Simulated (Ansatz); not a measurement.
CaTiN₂:
```
CaTiN2
1.0
    6.02533     0.00000     0.00000
    0.00000     7.36381     0.00000
    0.00000     0.00000     5.28994
Ca Ti N
4 4 8
Direct
  0.08716   0.62059   0.97337
  0.91284   0.37941   0.47337
  0.58716   0.87941   0.97337
  0.41284   0.12059   0.47337
  0.06632   0.12641   0.99832
  0.93368   0.87359   0.49832
  0.56632   0.37359   0.99832
  0.43368   0.62641   0.49832
  0.04482   0.09292   0.35298
  0.95518   0.90708   0.85298
  0.54482   0.40708   0.35298
  0.45518   0.59292   0.85298
  0.11712   0.66042   0.43533
  0.88288   0.33958   0.93533
  0.61712   0.83958   0.43533
  0.38288   0.16042   0.93533
```

Relaxed with r²SCAN.

Problem. Give the Bader charges and basin volumes of the independent atoms, r²SCAN in the plane-wave PAW code Ansatz.

Solution. 

```tsv
atom	Bader charge (e)	Bader volume (Å³)
Ca1	+1.48	13.1
Ti5	+1.99	8.8
N9	-1.70	17.7
N13	-1.77	19.1
```

Space group Pna2_1. The start of the workflow was typed in or built on a structure type; neither database checked (COD, Materials Project) lists it. COD files the formula under space group No. 31, 59. Whether it is the stable phase at ambient conditions was not checked. The cell was relaxed with r²SCAN under the symmetry of its start; its stability against distortions is not shown here. The workflow began spin-polarised and lost its moments.

Potentials: the earlier of the program's two PAW sets. The files were generated under PBE; for other functionals the program regenerates the frozen cores, and for LDA and PBEsol the local potential too.
